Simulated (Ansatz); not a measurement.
Ni:
```
CELL_PARAMETERS angstrom
      0.00000     1.73178     1.73178
      1.73178     0.00000     1.73178
      1.73178     1.73178     0.00000
ATOMIC_POSITIONS crystal
  Ni 0.00000 0.00000 0.00000
```
Starting moments (μB, in the order of the atoms Ni): 0.7.

Relaxed with PBEsol (plane waves, PAW; program Ansatz). Indices refer to the conventional cell of Fm-3m, a = 3.4636 Å, b = 3.4636 Å, c = 3.4636 Å, α = 90.00°, β = 90.00°, γ = 90.00°.

### Question
Simulate the powder diffraction pattern (Mo Kα, λ = 0.71073 Å; lines above 1 %) up to 2θ = 45°.

### Answer
Simulated powder pattern, Mo Kα, λ = 0.71073 Å (kinematic, ideal powder, no thermal factors, no anomalous dispersion; the 30 strongest lines at most, above 1 %, up to 2θ = 45°):

```json
[
 {"2θ (°)": "20.47", "d (Å)": "2.000", "I/Imax (%)": "100", "hkl": "(111)"},
 {"2θ (°)": "23.68", "d (Å)": "1.732", "I/Imax (%)": "48", "hkl": "(200)"},
 {"2θ (°)": "33.74", "d (Å)": "1.225", "I/Imax (%)": "29", "hkl": "(220)"},
 {"2θ (°)": "39.79", "d (Å)": "1.044", "I/Imax (%)": "32", "hkl": "(311)"},
 {"2θ (°)": "41.64", "d (Å)": "1.000", "I/Imax (%)": "8.8", "hkl": "(222)"}
]
```

The cell was relaxed with PBEsol under the symmetry of its start. Magnetic state: ferromagnetic, chosen from 3 collinear starts compared on coarse meshes (ties went to the first, and starts can fall back to one state), not a proven ground state. Textbook magnetic order: ferromagnetic.

Potentials: the earlier of the program's two PAW sets.
